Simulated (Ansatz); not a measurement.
Lu (hcp, Mg type)

```
Lu
1.0
    3.50708     0.00000     0.00000
   -1.75354     3.03722     0.00000
    0.00000     0.00000     5.46208
Lu
2
Direct
  0.33333   0.66667   0.75000
  0.66667   0.33333   0.25000
```

The slice is a (1 -1 0 0) plane (indices of the conventional cell) through the point (0.667, 0.333, 0.250) (fractional), spanned by u = [110] and v = [001] in vectors of this cell: u (3.51 Å) and v (5.46 Å, at 90° to u). It covers one period; positions are fractions (u, v).

All values below come from PBE (plane waves to 420 eV, PAW, scalar-relativistic; Ansatz, a program for electronic structure). k mesh 15×15×9. Near the nuclei the fields are pseudised (PAW); where an atom keeps semicore shells as valence, they peak there. Lu is run without spin polarisation. Lu was relaxed with its symmetry unable to fall.

Problem. What is the ELF at the midpoint of the shortest Lu–Lu line in this plane (3.51 Å)?

Solution. 0.2.

Problem. What is the valence density on the shortest Lu–Lu line in this plane (3.51 Å), at its midpoint?

Solution. 0.11 e/Å³.

Problem. Sketch the electron localisation function (ELF) on this plane as a map.

Solution. 
```
|xxxx99660000111100006699xx|
|99997733000033330000337799|
|77663300001144441100003366|
|11000000113344443311000000|
|00000011223333333322110000|
|33333333221111111122333333|
|66664422000000000000224466|
|77664411000000000000114466|
|77663300000011110000003366|
|77663300001122221100003366|
|77663300000011110000003366|
|77664411000000000000114466|
|66664422000000000000224466|
|33333333221111111122333333|
|00000011223333333322110000|
|11000000113344443311000000|
|77663300001144441100003366|
|99997733000033330000337799|
|xxxx99660000111100006699xx|
|xxxx99771100111100117799xx|
```
Scale: ten equal steps from 0.10 (start of '0') to 0.86 (end of '9'), in the order '0123456789'. Values: electron localisation function (ELF). The map has 13 points along u (two characters each, u = 0 at the left) and 20 along v (v = 0 in the bottom row). Points within 0.5 Å of a nucleus are blanked (x), as the pseudised field means little there.
